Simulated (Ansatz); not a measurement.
Computed with Ansatz 0.2.0, DFT PBE, scalar-relativistic, plane waves, PAW. All cells share a 420 eV cutoff and Γ-centred k meshes spaced about 0.3 Å⁻¹ or finer (0.25 for metals, 2π included). No spin polarisation.

All energies are static (0 K, no zero-point motion).

Two relaxed structures of SiF:

1.

```cif
data_structure
_symmetry_space_group_name_H-M 'P-3m1'
_symmetry_Int_Tables_number 164
_cell_length_a 3.9708
_cell_length_b 3.9708
_cell_length_c 6.2606
_cell_angle_alpha 90.000
_cell_angle_beta 90.000
_cell_angle_gamma 120.000
_cell_volume 85.49
loop_
_atom_site_label
_atom_site_type_symbol
_atom_site_symmetry_multiplicity
_atom_site_Wyckoff_symbol
_atom_site_fract_x
_atom_site_fract_y
_atom_site_fract_z
_atom_site_occupancy
Si1 Si 2 d 0.66667 0.33333 0.94426 1
F1 F 2 d 0.66667 0.33333 0.68430 1
```

2.

```cif
data_structure
_symmetry_space_group_name_H-M 'Pmmn:1'
_symmetry_Int_Tables_number 59
_cell_length_a 3.9647
_cell_length_b 6.6601
_cell_length_c 6.6296
_cell_angle_alpha 90.000
_cell_angle_beta 90.000
_cell_angle_gamma 90.000
_cell_volume 175.06
loop_
_atom_site_label
_atom_site_type_symbol
_atom_site_symmetry_multiplicity
_atom_site_Wyckoff_symbol
_atom_site_fract_x
_atom_site_fract_y
_atom_site_fract_z
_atom_site_occupancy
Si1 Si 4 e 0.00000 0.81881 0.07392 1
F1 F 4 e 0.00000 0.74913 0.30933 1
```

**Question.** Which is lower in energy, and by how much?

**Answer.** Cell 1 is lower, by 15 meV/atom. Cell 1 has space group P-3m1 (No. 164), 21.4 Å³/atom and a gap of 0.56 eV on its mesh; cell 2 has space group Pmmn (No. 59), 21.9 Å³/atom and a gap of 0.46 eV. Cell 1 and cell 2 both hold Si–Si nets. In cell 1, Si is surrounded by 1 F at 1.63 Å and 3 Si at 2.40 Å; F has 1 Si at 1.63 Å. In cell 2, Si is surrounded by 1 F at 1.63 Å and 3 Si at 2.39–2.41 Å; F has 1 Si at 1.63 Å. Both come from trial cells of a structure search.

Weakly bound directions are ill-defined at this level, which has no dispersion term (P-3m1, Pmmn), and this can change margins and order among such cells. Kohn–Sham gaps at this level usually fall short of measured ones. With atoms moved at random, cell 1 and cell 2 came back.
